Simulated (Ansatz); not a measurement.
## Stationary points along a deformation path in Hg

Method: DFT LDA, scalar-relativistic, plane waves, PAW in Ansatz 0.2.0. Settings: plane waves to 420 eV, k-mesh 18×18×18 (Γ-centred), Gaussian smearing 0.15 eV. Spin–orbit coupling is left out, which can shift energies with elements as heavy as these. No spin polarisation. Energies are free energies at this smearing, counted from the undisturbed cell; pressure is positive in compression.

The undisturbed cell (as given, not relaxed at this level; it stands at -4.5 GPa; this form isn't the usual structure):

```yaml
crystal:
  lattice:
    - [-2.92975, 2.92975, 1.57255]
    - [2.92975, -2.92975, 1.57255]
    - [2.92975, 2.92975, -1.57255]
  atoms:
    - { symbol: Hg, position: [0.75000, 0.25000, 0.50000] }
    - { symbol: Hg, position: [0.00000, 0.00000, 0.00000] }
```

At fixed volume and fractional coordinates, lengths along (0.000, 0.000, 1.000) are scaled against those across it; ρ is that ratio over its starting value. V = 26.996 Å³/atom. Δσ is the stress along the axis less the mean stress across it (compression positive).

| ρ | ΔE (meV/atom) | Δσ (GPa) | space group |
| --- | --- | --- | --- |
| 0.850 | 14.4 | 2.33 | I4_1/amd |
| 0.920 | 1.3 | 0.72 | I4_1/amd |
| 1.000 | 0.0 | -0.44 | I4_1/amd |
| 1.100 | 9.5 | -1.25 | I4_1/amd |
| 1.200 | 24.9 | -1.87 | I4_1/amd |

**Question.** How does the stress give the slope of the energy, and where is the energy stationary?

**Answer.** Along the path d ln(length) is 2/3 d ln ρ on the axis and −1/3 d ln ρ across it, so dE/d ln ρ = −(2/3) V Δσ: the energy falls with ρ where Δσ is positive. Δσ vanishes or changes sign between ρ = 0.920 and 1.000, a minimum (near 0.97 by linear interpolation). Pairs of stationary points between two samples would go unseen, and could change a minimum read from distant neighbours into a maximum.

**Question.** Integrate that slope from ρ = 1 to 0.850 by the trapezoid rule.

**Answer.** With V/N in Å³ and 1 eV/Å³ = 160.2 GPa the slopes at ρ = 1.000, 0.920, 0.850 are 50, -80, -262 meV/atom per unit of ln ρ. The steps add 1.3 + 13.6 = 14.8 meV/atom, against 14.4 from the energies; the trapezoid rule misses the curvature of the slope within each step.

In a metal these slopes depend on the k mesh and the smearing.